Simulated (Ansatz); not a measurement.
# Computed properties of LuBPd₃

LuBPd3:
```cif
data_BLuPd3
_chemical_formula_sum 'Pd3 Lu1 B1'
_space_group_name_H-M_alt 'P 1'
_space_group_IT_number 1
_cell_length_a 4.18765
_cell_length_b 4.18765
_cell_length_c 4.18765
_cell_angle_alpha 90.000
_cell_angle_beta 90.000
_cell_angle_gamma 90.000
loop_
_space_group_symop_operation_xyz
  'x, y, z'
loop_
_atom_site_label
_atom_site_type_symbol
_atom_site_fract_x
_atom_site_fract_y
_atom_site_fract_z
_atom_site_occupancy
Pd1 Pd 0.00000 0.50000 0.50000 1
Pd2 Pd 0.50000 0.00000 0.50000 1
Pd3 Pd 0.50000 0.50000 0.00000 1
Lu1 Lu 0.00000 0.00000 0.00000 1
B1 B 0.50000 0.50000 0.50000 1
```

Space group Pm-3m (No. 221), cubic perovskite; conventional cell a = 4.188 Å, b = 4.188 Å, c = 4.188 Å, α = 90.00°, β = 90.00°, γ = 90.00°.

Method: LDA in the plane-wave PAW code Ansatz. Geometry: relaxed at this level of theory. Other levels are named where they apply.

### Cell and energy

```yaml
volume_per_atom: 14.69 Å³
density: 11.42 g/cm³
Formation energy from the elements (no fitted shifts): -0.63 eV/atom
```

### Electronic structure

```yaml
electronic_character: metallic (no gap)
Density of states at the Fermi level: 0.46 states/eV per atom (mean over ±0.08 eV)
```

### Mechanics

```yaml
Bulk modulus (Birch–Murnaghan fit): 1810 kbar
Pressure derivative B′: 4.7
Elastic constants (relaxed ions, GPa): C11 = 287, C12 = 128, C44 = 4.0
mechanical_stability: stable (all eigenvalues of C positive)
```

### Phonons

```yaml
highest_zone_centre_frequency: 514 cm⁻¹
zone_centre_stability: no imaginary mode at Γ
```

The workflow started from an entry of the Crystallography Open Database (COD). Its standing as an ambient phase is unchecked. The LDA relaxation kept the symmetry of its start. The run is not spin-polarised. As this level gives no gap, shear constants depend on the k-mesh and smearing (Fermi–Dirac, 0.1 eV here). As this level gives no gap, phonon frequencies hold no LO–TO term and depend on the k-mesh and smearing (Fermi–Dirac, 0.1 eV here). The references are the lowest solids computed at this level, not always the standard phases. Scalar-relativistic: spin–orbit coupling is off unless named, which matters more the heavier the elements.

Potentials: the later of the program's two PAW sets.
